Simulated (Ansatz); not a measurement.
Starting cell, Al₂Cu (Al2Cu type, space group I4/mcm):

```yaml
crystal:
  lattice:
    - [-3.02971, 3.02971, 2.43697]
    - [3.02971, -3.02971, 2.43697]
    - [3.02971, 3.02971, -2.43697]
  atoms:
    - { symbol: Al, position: [0.65828, 0.15828, 0.81655] }
    - { symbol: Al, position: [0.84172, 0.65828, 0.50000] }
    - { symbol: Al, position: [0.15828, 0.34172, 0.50000] }
    - { symbol: Al, position: [0.34172, 0.84172, 0.18345] }
    - { symbol: Cu, position: [0.25000, 0.25000, 0.00000] }
    - { symbol: Cu, position: [0.75000, 0.75000, 0.00000] }
```

In this cell atom 1 (Al, nearest neighbour Cu at 2.587 Å; its periodic images, 4.9 Å or more away, move with it) is moved by u·(1.000, 0.000, 0.000) + v·(0.000, 1.000, 0.000); the rest is frozen.

Level of theory: PBE (plane waves to 420 eV, PAW, scalar-relativistic; Ansatz, a first-principles code). k mesh 10×10×10 (Γ-centred), Fermi-Dirac smearing 0.05 eV. Points where atoms come too close for the PAW data are left out (x in tables, blank in figures). With partly filled bands, energies and forces of such displacements shift with the k mesh and the smearing. Fu and Fv are the components of the force on the atom. Al2Cu is run without spin polarisation. Al2Cu was relaxed with its symmetry unable to fall. The PAW data are Ansatz's earlier set. 

Question: Give the computed Fu (eV/Å) at all points of the grid u = -0.650, -0.433, -0.217, 0.000, 0.217, 0.433, 0.650 by v = -0.650, -0.433, -0.217, 0.000, 0.217, 0.433, 0.650.

Answer: Fu (eV/Å), with u across and v down:

```csv
v \ u,-0.650,-0.433,-0.217,0.000,0.217,0.433,0.650
-0.650,x,7.79,4.12,0.97,-2.17,-6.01,x
-0.433,7.33,4.79,2.49,0.33,-2.03,-5.10,-9.42
-0.217,4.56,2.98,1.50,0.01,-1.72,-4.05,-7.33
0.000,3.23,2.10,1.08,0.01,-1.27,-2.98,-5.39
0.217,2.88,1.98,1.19,0.34,-0.65,-1.97,-3.85
0.433,3.31,2.58,1.90,1.12,0.18,-1.03,-2.75
0.650,x,4.07,3.45,2.51,1.32,-0.13,-2.04
```

(A displaced cell: forces are minus the slopes of the energy, force constants its curvatures, and phonons follow from these.)
